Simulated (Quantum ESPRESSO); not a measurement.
# Where does O sit best among Se sites?

Calculated results; nothing here was measured. They come from pw.x of Quantum ESPRESSO 7.5, a plane-wave density functional program, with PseudoDojo standard norm-conserving files (v0.5 for PBE, v0.4.1 for LDA and PBEsol). The cells are made up: elements, strain and atom displacements were drawn at random, and nothing was relaxed. There is no spin polarisation, spin-orbit coupling or dispersion term.

The cell has 8 sites of a zincblende or diamond lattice. Sites 1 to 4 hold Mg Mg Mg Mg; sites 5 to 8 hold X X X X. Cell vectors in Å: (5.702, 0.004, 0.059); (0.004, 5.895, 0.014); (0.059, 0.014, 5.803). Settings: PBE, cutoff 1170 eV, 4 x 4 x 4 k mesh shifted by half a step, Fermi-Dirac smearing of 0.025 eV.

In each run one of the sites marked X holds O and the others hold Se; cell and positions stay the same. E is the free energy of the cell.

| site of the guest | first shell | mean distance (Å) | E above the lowest (eV) | P (GPa) | force on the guest (eV/Å) |
| --- | --- | --- | --- | --- | --- |
| 5 | Mg4 | 2.533 | 0.741 | 0.34 | 0.364 |
| 6 | Mg4 | 2.456 | 0.000 | -0.87 | 0.585 |
| 7 | Mg4 | 2.633 | 1.374 | 1.46 | 0.885 |
| 8 | Mg4 | 2.464 | 0.257 | -0.48 | 0.580 |

A rerun of one of these cells at 1467 eV and k mesh 6 x 6 x 6 moved values by no more than 0.004 eV in the cell's energy, 0.02 GPa in stress and 0.007 eV/Å in force.

## Reading the table

Site 6 is lowest, by 0.257 eV, over three times the rerun's bound. A straight line of energy against the mean distance has a slope of 7.3 ± 0.8 eV/Å, so the guest costs less on the tighter sites. The positions are random and not relaxed, so the differences hold for this frozen cell and are not site preferences of a real crystal.